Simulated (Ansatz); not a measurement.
**What settings do to one calculation: diamond alloy of Ge and Sn (12 of 32 Ge sites exchanged), 32 atoms with displaced atoms**

Ansatz (PAW, plane waves), atoms fixed. The base input:

```yaml
crystal:
  lattice:
    - [11.973200, 0.000000, 0.000000]
    - [0.000000, 11.973200, 0.000000]
    - [0.000000, 0.000000, 5.986600]
  atoms:
    - { symbol: Sn, position: [0.005072, 0.990373, 0.988694] }
    - { symbol: Sn, position: [0.492316, 0.499980, 0.983210] }
    - { symbol: Sn, position: [0.126220, 0.127460, 0.243531] }
    - { symbol: Sn, position: [0.623097, 0.123051, 0.265248] }
    - { symbol: Sn, position: [0.241457, 0.756915, 0.015406] }
    - { symbol: Sn, position: [0.749769, 0.247233, 0.990876] }
    - { symbol: Sn, position: [0.372231, 0.864819, 0.249256] }
    - { symbol: Sn, position: [0.263843, 0.500652, 0.510225] }
    - { symbol: Sn, position: [0.742164, 0.510431, 0.512793] }
    - { symbol: Sn, position: [0.002940, 0.755883, 0.495889] }
    - { symbol: Sn, position: [0.134645, 0.378712, 0.747342] }
    - { symbol: Sn, position: [0.127977, 0.877362, 0.770927] }
    - { symbol: Ge, position: [0.008202, 0.504056, 0.008301] }
    - { symbol: Ge, position: [0.488527, 0.002648, 0.998475] }
    - { symbol: Ge, position: [0.123675, 0.624164, 0.239802] }
    - { symbol: Ge, position: [0.612989, 0.624234, 0.248249] }
    - { symbol: Ge, position: [0.250580, 0.257943, 0.997648] }
    - { symbol: Ge, position: [0.754117, 0.735675, 0.998126] }
    - { symbol: Ge, position: [0.377630, 0.377723, 0.273596] }
    - { symbol: Ge, position: [0.876915, 0.375949, 0.248441] }
    - { symbol: Ge, position: [0.876689, 0.885609, 0.252102] }
    - { symbol: Ge, position: [0.253386, 0.011030, 0.495622] }
    - { symbol: Ge, position: [0.752519, 0.999437, 0.496613] }
    - { symbol: Ge, position: [0.373119, 0.121142, 0.737040] }
    - { symbol: Ge, position: [0.371074, 0.637930, 0.742142] }
    - { symbol: Ge, position: [0.875973, 0.129374, 0.742302] }
    - { symbol: Ge, position: [0.874842, 0.617059, 0.725549] }
    - { symbol: Ge, position: [0.002926, 0.241769, 0.482067] }
    - { symbol: Ge, position: [0.500842, 0.244957, 0.504666] }
    - { symbol: Ge, position: [0.489911, 0.745201, 0.499854] }
    - { symbol: Ge, position: [0.633678, 0.375880, 0.749898] }
    - { symbol: Ge, position: [0.624993, 0.876197, 0.743374] }
  symmetry: { detect: false }
kpoints:
  mp_grid: { grid: [1, 1, 1], shift: [0.25, 0.25, 0.25] }
hamiltonian:
  xc: pbesol
scf:
  occupations: { method: fermi_dirac, width: 0.01 }
output:
  forces: true
  eigenvalues: true
  stress: true
  populations: true
  eigenstates: { kpoints: [[0.25, 0.25, 0.25]], e_range: [-6.0, 6.0], localisation: true }
```

Command:

```sh
ansatz run in.yaml --threads 2 --pin off --max-ram 30400MiB --runs-dir r --events-out ev --progress --plain
```

It converged in 9 iterations and 89 s of wall time on 2 threads of an EPYC 7R13 processor, on a host shared with other runs; peak host memory 1.8 GiB; largest force component 4.49 eV/Å, pressure 2.68 GPa. The cutoff was the default, 420 eV. The base isn't a converged reference: it has few k points, and its atoms are unrelaxed. Each run below changes the keys shown and caps the iterations.

| run | changed | ending | iterations | free energy less the base (meV per atom) | rms change of forces (eV/Å) | change of pressure (GPa) | wall time (s, shared host) |
| --- | --- | --- | --- | --- | --- | --- | --- |
| 1 | occupations tetrahedron, mixing algorithm msr1, max_iter 70 | converged | 9 | 0.0 | 0.000 | 0.00 | 32 CPU |
| 2 | xc_grid 1 (2 is the default), max_iter 90 | converged | 9 | 0.0 | 0.000 | 0.00 | 33 CPU |
| 3 | mixing algorithm linear, max_iter 70 | refused | – | – | – | – | – |
| 4 | occupations gaussian, max_iter 70 | converged | 9 | 0.0 | 0.000 | 0.00 | 44 CPU |
| 5 | xc_grid 2 (2 is the default), max_iter 70 | converged | 9 | 0.0 | 0.000 | 0.00 | 30 CPU |
| 6 | ecutrho_ratio 2, ecutwfc 180 eV, max_iter 90 | converged | 14 | 12258.4 | 1.445 | 49.75 | 17 CPU |
| 7 | ecutrho_ratio 3, dr2_threshold 1e-12, initial_magnetization 4, max_iter 80 | converged | 21 | -0.4 | 0.000 | 0.02 | 100 CPU |
| 8 | dispersion d3bj, max_iter 100 | converged | 9 | other zero | 0.078 | -1.31 | 43 CPU |

«Other zero»: another functional, charge or dispersion term moves the zero of energy, so the difference says nothing of accuracy.

Problem. Which changes leave the result alone, and which of the same physical model moves the forces most?

Solution. The forces move by under 0.002 eV/Å in runs 1, 2, 4, 5, 7. Run 6 (ecutrho_ratio 2, ecutwfc 180 eV, max_iter 90) moves them most among the runs with the same functional, charge and dispersion term, by 1.445 eV/Å.

Problem. Why did some runs give no result?

Solution. - run 3: YAML parse error: error: line 47 column 24: unknown variant `linear`, expected one of auto, anderson, broyden, msr1
